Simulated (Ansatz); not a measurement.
VBiO₄:
```
CELL_PARAMETERS angstrom
     -2.56066     2.56066     5.81072
      2.56066    -2.56066     5.81072
      2.56066     2.56066    -5.81072
ATOMIC_POSITIONS crystal
  Bi 0.75000 0.25000 0.50000
  Bi 0.00000 0.00000 0.00000
  V  0.25000 0.75000 0.50000
  V  0.50000 0.50000 0.00000
  O  0.07976 0.96782 0.39011
  O  0.57771 0.68965 0.60989
  O  0.71782 0.82771 0.38806
  O  0.43965 0.32976 0.61194
  O  0.67024 0.28218 0.10989
  O  0.17229 0.56035 0.89011
  O  0.03218 0.42229 0.11194
  O  0.31035 0.92024 0.88806
```

Relaxed with r²SCAN. Special points in fractions of this cell's reciprocal vectors: Γ (0.000, 0.000, 0.000); X (0.000, 0.000, 0.500); P (0.250, 0.250, 0.250); N (0.000, 0.500, 0.000); M (0.500, 0.500, -0.500); S (0.299, 0.701, -0.299); S0 (-0.299, 0.299, 0.299); R (-0.097, 0.097, 0.500); G (0.500, 0.500, -0.097).

Q: List the band energies nearest the valence-band maximum at these points for plane-wave PAW r²SCAN with spin–orbit coupling (Ansatz code).

A: In eV from the valence-band maximum; about four levels below and three above (degenerate sets whole), none deeper than 8.9 eV; points with the same levels are listed once.

```
k                    below                above
-  -----------------------  -------------------
Γ  -0.82 -0.82 -0.57 -0.57  2.51 2.51 3.03 3.03
X  -0.36 -0.36 -0.36 -0.36  2.89 2.89 2.89 2.89
P  -0.36 -0.36 -0.35 -0.35  2.87 2.87 2.88 2.88
N  -0.62 -0.62 -0.17 -0.17  2.31 2.31 2.69 2.69
M  -0.91 -0.91 -0.91 -0.91  3.11 3.11 3.11 3.11
S  -0.67 -0.67 -0.39 -0.39  2.42 2.42 2.70 2.70
R  -0.41 -0.41 -0.38 -0.38  2.70 2.70 2.96 2.96
```

Space group I4_1/a. Symmetry was held in the r²SCAN relaxation. The workflow began spin-polarised and lost its moments. No Hubbard U is applied.

Potentials: the later of the program's two PAW sets.
